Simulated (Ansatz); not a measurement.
Task: Free-standing sheets of WP4Si2, MA2Z4 (prismatic core, outer Z over the empty site)-type layer and InSe, GaSe-type layer are relaxed with r²SCAN+D4 in the plane-wave PAW code Ansatz, and their levels computed with HSE06. Aligned at the vacuum level, what band offsets and what type of junction result?

Result: WP4Si2: VBM -5.31, CBM -4.51 eV; InSe: VBM -6.48, CBM -4.11 eV. Valence offset 1.17 eV (WP4Si2 higher), conduction offset 0.41 eV (WP4Si2 lower): type I (straddling).

Mismatch of the primitive lattice constants: 3.456 against 4.020 Å, 14.0 %.

Natural alignment of Kohn–Sham levels: no interface dipole, strain or quasiparticle shift.

All cells were relaxed under the symmetry of their starts (and spin orders); stability against distortions was not tested throughout. Rows with no word on spin ran without spin polarisation. Spin–orbit coupling is left out wherever it is not named. Constructed layers (a layer type filled with these elements): WP4Si2, MA2Z4 (prismatic core, outer Z over the empty site)-type layer.

Potentials: the later of the program's two PAW sets.

Edges and masses are those of Kohn–Sham bands, whose gap is no quasiparticle gap.
